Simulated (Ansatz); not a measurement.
Relaxed CdS (wurtzite):

```
CELL_PARAMETERS angstrom
      4.19618     0.00000     0.00000
     -2.09809     3.63400     0.00000
      0.00000     0.00000     6.82953
ATOMIC_POSITIONS crystal
  Cd 0.33333 0.66667 0.99917
  Cd 0.66667 0.33333 0.49917
  S  0.33333 0.66667 0.37563
  S  0.66667 0.33333 0.87563
```

In each cell atom 4 (S, nearest neighbour Cd at 2.565 Å; its periodic images, 4.2 Å or more away, move with it) moves by s·(1.000, 0.000, 0.000) (along Cartesian x), the rest being held.

These are PBE (plane waves to 420 eV, PAW, scalar-relativistic; Ansatz, an electronic-structure program) values and carry that method's errors. k mesh 7×7×4 (Γ-centred), Fermi-Dirac smearing 0.05 eV. E stands for the smeared free energy. CdS was relaxed with its symmetry unable to fall. The zero of ΔE is the undisplaced structure.

```
s (Å)   ΔE (meV/cell)
------  -------------
-0.770           2031
-0.616           1170
-0.462       withheld
-0.308            247
-0.154             59
0.000               0
0.154              59
0.308             247
0.462        withheld
0.616            1170
0.770            2031
```

Q: Fit an even polynomial form (powers 2, 4) to the given rows and predict ΔE at s = -0.462.

A: Least squares on the 9 given rows: ΔE = (2467)·s² + (1618)·s⁴, in meV/cell with s in Å; root-mean-square residual 0.9 meV/cell. At -0.462 the fit gives 600 meV/cell; the calculation gives 599 meV/cell, so the interpolation is off by 1 (+0.2 %). The quadratic term alone would give 527 meV/cell.

(A displaced cell: forces are minus the slopes of the energy, force constants its curvatures, and phonons follow from these.)
